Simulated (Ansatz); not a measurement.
LaB6: the relaxed cell by functional

The starting cell is an entry of the Crystallography Open Database (1986):

```yaml
crystal:
  lattice:
    - [4.15700, 0.00000, 0.00000]
    - [0.00000, 4.15700, 0.00000]
    - [0.00000, 0.00000, 4.15700]
  atoms:
    - { symbol: La, position: [0.00000, 0.00000, 0.00000] }
    - { symbol: B, position: [0.19750, 0.50000, 0.50000] }
    - { symbol: B, position: [0.50000, 0.19750, 0.50000] }
    - { symbol: B, position: [0.80250, 0.50000, 0.50000] }
    - { symbol: B, position: [0.50000, 0.80250, 0.50000] }
    - { symbol: B, position: [0.50000, 0.50000, 0.19750] }
    - { symbol: B, position: [0.50000, 0.50000, 0.80250] }
```

Atoms and cell were relaxed at zero pressure with plane-wave PAW DFT (Ansatz 0.2.0; one set of PAW datasets, made under PBE, for all functionals; 420 eV, r2SCAN 500 eV; 8×8×8 Γ-centred mesh, fermi-dirac occupations of width 0.100 eV; no spin polarisation, no spin-orbit coupling, no dispersion correction), keeping the symmetry (Pm-3m, No. 221).

**Question.** Which functional gives the smallest cell, and how wide is the spread?

**Answer.** The relaxed conventional cells:

```tsv
functional	a (Å)	volume (Å³/atom)	formation energy (eV/atom)
LDA	4.098	9.83	-0.571
PBEsol	4.130	10.06	-0.565
PBE	4.155	10.25	-0.561
r2SCAN	4.152	10.23	-0.629
the entry	4.157	10.26	–
```

LDA gives the smallest volume and PBE the largest, 4.2 % more, the usual order, since LDA overbinds and PBE's gradient terms loosen the lattice. Against the entry's volume: LDA -4.2 %, PBEsol -1.9 %, PBE -0.2 %, r2SCAN -0.3 %; PBE and r2SCAN come about as near. The formation energies span 0.07 eV an atom, lowest under r2SCAN.

Caveats: each relaxation keeps the start's symmetry, so a distorted cell may lie lower; computed cells are at 0 K with fixed nuclei, while the entry holds thermal expansion, often some tenths of a per cent in volume and more in soft crystals; formation energies are at zero smearing against the elements' usual phases under the same functional, gases as free molecules, uncorrected.
